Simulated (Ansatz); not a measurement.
ScB2 (MoSi2 or CaC2 type), relaxed with PBE (Ansatz, a program for electronic structure, plane waves, PAW): a = 2.6893 Å, b = 2.6893 Å, c = 8.6072 Å, α = 90.00°, β = 90.00°, γ = 90.00°.

```
Property              Value
--------------------  -----
ΔH_f (eV/atom)         0.45
B₀ by P(V) fit (GPa)    140
```

Problem. The same phase is relaxed and computed with r²SCAN in the same code. What are the cell and these values now?

Solution. a = 2.687 Å, b = 2.687 Å, c = 8.605 Å, α = 90.00°, β = 90.00°, γ = 90.00°.

ΔH_f (eV/atom): 0.46
B₀ by P(V) fit (GPa): 142

Constructed cells (a structure type filled with these elements, in neither database checked): ScB2, MoSi2 or CaC2 type. All cells were relaxed under the symmetry of their starts (and spin orders); stability against distortions was not tested throughout. Rows with no word on spin ran without spin polarisation.

Potentials: the earlier of the program's two PAW sets.

Ansatz is a plane-wave DFT program.

Formation energies count from the lowest solids of the elements computed at the same level, not from gases.
